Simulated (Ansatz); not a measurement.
Crystals of one structure type (bcc (W type)), relaxed and computed with plane-wave PAW PBE (Ansatz code).

```tsv
crystal	a (Å)	spin order, net moment (μB/atom)
Li	3.435	not spin-polarised
Na	4.197	not spin-polarised
K	5.282	not spin-polarised
Cr	2.866	antiferromagnetic; net 0.00
Fe	2.831	ferromagnetic; net 2.17
Nb	3.309	not spin-polarised
Mo	?	not spin-polarised
W	3.184	not spin-polarised
```

Problem. Complete the blanks.

Solution. 
- Mo, a (Å): 3.160

Spin orders computed, not proven ground states: Cr, bcc (W type) antiferromagnetic; Fe, bcc (W type) ferromagnetic. All cells were relaxed under the symmetry of their starts (and spin orders); stability against distortions was not tested throughout. Cells of antiferromagnets are given as chemical subcells. Rows with no word on spin ran without spin polarisation. Scalar-relativistic: spin–orbit coupling is off unless named, which matters more the heavier the elements.

Potentials: the earlier of the program's two PAW sets.
